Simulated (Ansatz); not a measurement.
Data:

LiBr (rock salt, space group No. 225), a = b = c = 5.4110 Å, α = β = γ = 90.00°; the cell used has 2 atoms.

This is the PBEsol-relaxed structure.

Task: All from the program Ansatz at the PBEsol level (PAW), unless another level is named. Give the Debye temperature from the elastic constants.

Result: 278 K.

Task: Give the elastic constants (relaxed ions, GPa).

Result: C11 = 52.5, C12 = 17.0, C44 = 19.8.

Space group Fm-3m (rock salt). Symmetry was held in the PBEsol relaxation.

Potentials: the later of the program's two PAW sets.
